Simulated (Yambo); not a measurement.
```xyz
6
Lattice="2.0211 1.1669 6.7259 -2.0211 1.1669 6.7259 0.0000 -2.3338 6.7259" Properties=species:S:1:pos:R:3 pbc="T T T"
O      0.0000     0.0000    12.5648
O      0.0000     0.0000     7.6129
F      0.0000     0.0000    17.5679
F      0.0000     0.0000     2.6098
La     0.0000     0.0000    14.9698
La     0.0000     0.0000     5.2079
```

Response from Yambo on PBEsol (Quantum ESPRESSO, PseudoDojo norm-conserving, 110 Ry, without SOC) bands: 6×6×6 mesh, 79 bands, 3 Ry local-field block, 0.2 eV broadening.

Question: Give the static electronic dielectric constant without and with local fields along each axis.

Answer: 
| field along | ε(0), independent particles | ε(0), RPA with local fields | refractive index √ε |
|---|---|---|---|
| x | 3.89 | 3.65 | 1.91 |
| z | 3.77 | 3.33 | 1.82 |
Electronic (clamped-ion) response only. PBEsol gaps are usually too small, which raises these values. Convergence of the RPA response with its 6×6×6 mesh was not tested. x, y and z are Cartesian axes of the cell as given.

Geometry of the Materials Project entry, not relaxed at this level.
